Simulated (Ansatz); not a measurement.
GaAs in space group P6_222 (No. 180; Ga on 3d, As on 3c), plane-wave PAW PBE (Ansatz code), all energies at zero smearing, with the estimated change up to a 700 eV cutoff added, with one set of potentials and settings (totals compare only within such a set). Cell of 6 atoms (3 Ga, 3 As): -25918.473 eV.

```
element            reference phase  E (eV/atom)
-------  -------------------------  -----------
Ga       Cmce, 4 atoms in the cell   -3783.0259
As       R-3m, 2 atoms in the cell   -4856.1443
```

Formation energy per atom, worked out: (-25918.473 − 3×(-3783.0259) − 3×(-4856.1443))/6 = -0.160 eV/atom (-15 kJ per mol of atoms), at 0 K, without zero-point energy or fitted corrections.

The start of the workflow was typed in or built on a structure type; neither database checked (COD, Materials Project) lists it. It is not the phase usual at ambient conditions (space group No. 216). The cell was relaxed with PBE under the symmetry of its start; whether a distortion lowers the energy is not shown. The references are the lowest solids computed at this level, not always the standard phases.

Potentials: the earlier of the program's two PAW sets.
